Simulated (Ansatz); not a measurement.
## KMgF3: projected DOS by orbital

```
CELL_PARAMETERS angstrom
3.98590 0.00000 0.00000
0.00000 3.98590 0.00000
0.00000 0.00000 3.98590
ATOMIC_POSITIONS crystal
K 0.50000 0.50000 0.50000
Mg 0.00000 0.00000 0.00000
F 0.50000 0.00000 0.00000
F 0.00000 0.50000 0.00000
F 0.00000 0.00000 0.50000
```

Atoms are numbered in the order listed.

The cell is COD entry 9006363, as deposited and not checked against the literature; nothing was relaxed.

These are results of DFT, PBE, all-electron LAPW, scalar-relativistic (Ansatz 0.2.0), not measurements.

Sampling and basis: a Γ-centred 6×6×6 k mesh, Fermi–Dirac smearing of 0.03 eV, basis error target 1 meV/atom, no spin polarisation.

States per eV for one atom of each kind, in 0.4 eV bins named by their centres, from the valence-band top, projected on a minimal set of Löwdin-orthogonalised atomic shells; orbitals are real harmonics on the Cartesian axes, equal curves share a column, and empty bins are left out, as is all above 11.7 eV, near the top of the computed bands.

K1 3p:

```
# E all pz=px=py
-9.4 2.88 0.96
-9.0 11.84 3.95
-2.6 0.01 0.00
-2.2 0.02 0.01
-1.8 0.05 0.02
-1.4 0.06 0.02
-1.0 0.04 0.01
-0.6 0.03 0.01
-0.2 0.01 0.00
9.8 0.01 0.00
10.2 0.01 0.00
10.6 0.01 0.00
```

F3 2p:

```
# E all pz=py px
-9.4 0.02 0.01 0.00
-9.0 0.05 0.02 0.00
-3.8 0.05 0.00 0.05
-3.4 0.27 0.00 0.26
-3.0 0.66 0.02 0.61
-2.6 0.51 0.05 0.42
-2.2 1.12 0.17 0.78
-1.8 2.07 0.57 0.94
-1.4 2.10 0.70 0.71
-1.0 2.56 1.05 0.46
-0.6 3.16 1.37 0.42
-0.2 2.01 0.94 0.13
9.0 0.01 0.00 0.00
9.4 0.01 0.00 0.01
9.8 0.02 0.00 0.01
10.2 0.02 0.01 0.01
10.6 0.04 0.00 0.03
11.0 0.03 0.01 0.01
11.4 0.02 0.01 0.00
```

K1 4s:

```
# E all
-9.0 0.01
-3.0 0.01
-2.6 0.01
-2.2 0.02
-1.8 0.11
-1.4 0.08
-1.0 0.03
-0.6 0.01
7.8 0.05
8.2 0.10
8.6 0.13
9.0 0.18
9.4 0.24
9.8 0.32
10.2 0.39
10.6 0.30
11.0 0.48
11.4 0.45
```

Mg2 3s:

```
# E all
-9.0 0.02
-3.8 0.02
-3.4 0.10
-3.0 0.18
-2.6 0.07
-2.2 0.01
-1.8 0.02
-1.4 0.01
-1.0 0.01
7.8 0.02
8.2 0.04
8.6 0.05
9.0 0.09
9.4 0.13
9.8 0.19
10.2 0.32
10.6 0.88
11.0 0.43
11.4 0.11
```
